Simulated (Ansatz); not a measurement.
TaN, DFT, LDA, all-electron LAPW, scalar-relativistic (Ansatz 0.2.0), run on 1 thread of Intel(R) Xeon(R) Platinum 8488C (Sapphire Rapids) on a shared host.

The geometry is COD entry 1538016, unchecked; take it as a test cell. The listed cell was then made from it by scaling, straining or moving an atom.

Command: `ansatz run input.yaml --threads 1 --pin off --max-ram 3072MiB --backend cpu --events-out ev --progress --plain --runs-dir out`

```yaml
crystal:
  lattice:
    - [2.9379988584, 0.0, 0.0]
    - [-1.4689994292, 2.5443816477, 0.0]
    - [0.0, 0.0, 2.82534]
  atoms:
    - { symbol: Ta, position: [0.3333333333, 0.6666666667, 0.5] }
    - { symbol: "N", position: [0.0, 0.0, 0.0] }
kpoints:
  mp_grid: { grid: [12, 12, 10] }
  band_path:
    path:
      - [0.0, 0.0, 0.0]
      - [0.5, 0.0, 0.0]
      - [0.3333333333, 0.3333333333, 0.0]
      - [0.0, 0.0, 0.0]
      - [0.0, 0.0, 0.5]
      - [0.5, 0.0, 0.5]
      - [0.3333333333, 0.3333333333, 0.5]
      - [0.0, 0.0, 0.5]
      - [0.5, 0.0, 0.5]
    npoints: 5
scf:
  occupations: { method: fermi_dirac, width: 0.02 }
hamiltonian:
  xc: lda
  pseudopotentials: { kind: all_electron, lapw: { basis_error: 0.00025 } }
output:
  forces: true
  stress: true
  eigenvalues: true
```

How large is the problem that the program sets up?

114 irreducible k-points, 405 plane waves at Γ, 32 bands.

About how long does it take, and how much memory does it use?

44 s of wall time for 7 SCF iterations, with a peak of 0.53 GiB. Times on shared machines scatter by tens of per cent.
